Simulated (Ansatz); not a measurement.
# VBrO: does the functional change the magnetic order?

```
V Br O
1.0
     3.38000    0.00000    0.00000
     0.00000    3.77500    0.00000
     0.00000    0.00000    8.42500
V Br O
2 2 2
Direct
  0.50000 0.50000 0.10400
  0.00000 0.00000 0.89600
  0.00000 0.50000 0.32800
  0.50000 0.00000 0.67200
  0.00000 0.50000 0.96300
  0.50000 0.00000 0.03700
```

The same starts (parallel, antiparallel patterns that fit this cell, and no moments) were run with plane-wave PAW DFT (Ansatz 0.2.0; atoms fixed, collinear spin, no spin-orbit coupling; 8×7×3 Γ-centred mesh, fermi-dirac occupations of width 0.050 eV) at these levels: r2SCAN, 500 eV; r2SCAN with U_eff = 1.0 eV on V d (all-electron-ortho-atomic projectors), 500 eV.

Question: How do order, exchange and moments depend on the level?

Answer: The runs give, at zero smearing:

```json
{"level": "r2SCAN", "lowest state": "parallel moments", "mean moment on V (μB)": "1.53", "parallel less best compensated antiparallel (meV per V)": "-8", "gain over no moments (meV per V)": "1217"}
{"level": "r2SCAN + U", "lowest state": "parallel moments", "mean moment on V (μB)": "1.54", "parallel less best compensated antiparallel (meV per V)": "-7", "gain over no moments (meV per V)": "1658"}
```

Site moments are taken in small spheres that don't touch (radius about 0.4 of the atom's shortest bond), so those of the magnetic atoms read low. Both levels favour parallel moments: the difference runs from -8 to -7 meV per V.

The cell is that of a Crystallography Open Database entry, unchanged.

Caveats: only orders that fit this cell were tried, so the true order may need a larger cell or canted moments; atoms and cell are held at the entry's values; differences under about 5 meV per magnetic atom weren't tested against a denser mesh or another U, and are taken as unresolved; the U is a value in common use, not computed for this crystal; the state without moments isn't the paramagnet, so the last column is no ordering energy, and a U inflates it.
